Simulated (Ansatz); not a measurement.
Ag (fcc, Cu type)

```yaml
crystal:
  lattice:
    - [0.00000, 2.02739, 2.02739]
    - [2.02739, 0.00000, 2.02739]
    - [2.02739, 2.02739, 0.00000]
  atoms:
    - { symbol: Ag, position: [0.00000, 0.00000, 0.00000] }
```

The slice is a {100} plane (indices of the conventional cell) through the point (0.000, 0.000, 0.000) (fractional), spanned by u = [100] and v = [0 1 -1] in vectors of this cell: u (2.87 Å) and v (2.87 Å, at 90° to u). It covers one period; positions are fractions (u, v).

Level of theory: PBEsol (plane waves to 420 eV, PAW, scalar-relativistic; Ansatz, an electronic-structure program). k mesh 20×20×20. These are valence fields of a PAW run, semicore shells included where kept as valence: close to a nucleus they are smooth pseudo fields. Ag was relaxed with its symmetry unable to fall. The PAW data are Ansatz's earlier set.

**Question.** What is the ELF at the midpoint of the shortest Ag–Ag line in this plane (2.87 Å)?

**Answer.** 0.17.

**Question.** What is the valence density on the shortest Ag–Ag line in this plane (2.87 Å), at its midpoint?

**Answer.** 0.23 e/Å³.

**Question.** Predict the map of the valence electron density on the slice.

**Answer.** 
```
|99987643211123467899|
|99887543211123457889|
|88876532111112356788|
|77765432110112345677|
|66554321100011234556|
|44433211000001123344|
|33322110000000112233|
|22211100000000011122|
|11111000000000001111|
|11110000000000000111|
|11111000000000001111|
|22211100000000011122|
|33322110000000112233|
|44433211000001123344|
|66554321100011234556|
|77765432110112345677|
|88876532111112356788|
|99887543211123457889|
|99987643211123467899|
|99987643211123467899|
```
Scale: ten equal steps from -1.00 (start of '0') to 1.37 (end of '9'), in the order '0123456789'. Values: log₁₀ of the valence density in e/Å³. The map has 20 points along u (one character each, u = 0 at the left) and 20 along v (v = 0 in the bottom row). The scale is logarithmic, as a density can span decades between atoms and voids.
